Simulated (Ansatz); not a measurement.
All numbers below come from DFT PBE, scalar-relativistic, plane waves, PAW (Ansatz 0.2.0). Cutoff 420 eV, Γ-centred 6×6×10 mesh (6-atom cell), Gaussian smearing of 0.10 eV, no spin polarisation.

Formation energies are uncorrected and refer to the elements' standard structures at the same level. The references include black phosphorus.

Q: Find a candidate hexagonal metal made of P, Sb and Sc, with a formation energy near −0.59 eV/atom and a density near 4.31 g/cm³, in a cell of 6 atoms.

A: Sc₂SbP₃, space group P6/mmm (No. 191). Sc has 6 P at 2.62 Å, 3 Sc at 3.35 Å and 3 Sb at 3.35 Å; around Sb lie 6 Sc at 3.35 Å and 12 P at 3.53 Å; P is surrounded by 4 Sc at 2.62 Å, 4 P at 2.90 Å and 4 Sb at 3.53 Å.

```xyz
6
Lattice="5.8014 0.0000 0.0000 -2.9007 5.0242 0.0000 0.0000 0.0000 4.0219" Properties=species:S:1:pos:R:3 pbc="T T T"
Sc    0.0000    3.3494    0.0000
Sc    2.9007    1.6747    0.0000
Sb    0.0000    0.0000    0.0000
P     2.9007    0.0000    2.0109
P     1.4504    2.5121    2.0109
P    -1.4504    2.5121    2.0109
```

| Property | Result |
| --- | --- |
| Volume per atom | 19.54 Å³ |
| Density | 4.31 g/cm³ |
| Energy over the elements | −0.59 eV/atom |
| Gap on the 6×6×10 mesh of the 6-atom cell | 0 eV (a metal) |

The cell was found from a structure generator's guess, not taken from experiment. Other answers may fit too; this one was computed.

Spin–orbit coupling, which can matter for Sb, is left out. The reference form of P is held partly by dispersion forces, which this level lacks. Symmetry constrained the relaxation, so the result can be a saddle point. Another cell of Sc2SbP3 relaxed alike, in P-4m2, lies 64 meV/atom lower, so this cell isn't the stable form at this level.
